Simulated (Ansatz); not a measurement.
GaSb:
```xyz
6
Lattice="4.4203 0.0000 0.0000 -2.2101 3.8281 0.0000 0.0000 0.0000 9.5929" Properties=species:S:1:pos:R:3 pbc="T T T"
Ga     2.2114     0.0000     6.3953
Ga    -1.1057     1.9151     3.1976
Ga     1.1045     1.9130     0.0000
Sb     2.2109     0.0000     1.5988
Sb    -1.1054     1.9147     7.9941
Sb     1.1047     1.9134     4.7965
```

Relaxed with PBE. Special points in fractions of this cell's reciprocal vectors: Γ (0.000, 0.000, 0.000); M (0.500, 0.000, 0.000); K (0.333, 0.333, 0.000); A (0.000, 0.000, 0.500); L (0.500, 0.000, 0.500); H (0.333, 0.333, 0.500).

**Question.** List the band energies nearest the Fermi level at these points for plane-wave PAW PBE (Ansatz code).

**Answer.** In eV from the Fermi level; about four levels below and three above (degenerate sets whole), none deeper than 8.9 eV; points with the same levels are listed once.

```tsv
k	below	above
Γ	-0.95 -0.95 -0.50 -0.50 -0.28	0.38 1.22 1.22
M	-2.24 -1.59 -1.38 -1.35	0.05 0.53 1.28
K	-1.88 -1.39 -1.39 -0.41	1.93 1.93 4.20 4.20
A	-0.46 -0.41 -0.41 -0.11	1.24 1.24 1.32
L	-2.26 -2.07 -1.73 -1.55	1.09 1.21 2.38
H	-3.31 -3.31 -1.73 -1.16	1.95 1.95 2.15
```

Space group P6_222. A made-up cell: these elements were put on the sites of a structure type; neither database checked (COD, Materials Project) lists it. It is not the phase usual at ambient conditions (space group No. 216). The cell was relaxed with PBE under the symmetry of its start; whether a distortion lowers the energy is not shown. A small band overlap can be real or an error of a semilocal functional. Point labels and valley counts follow the cell and symmetry of the run, lower than the named group. Scalar-relativistic: spin–orbit coupling is off unless named, which matters more the heavier the elements.

Potentials: the later of the program's two PAW sets.
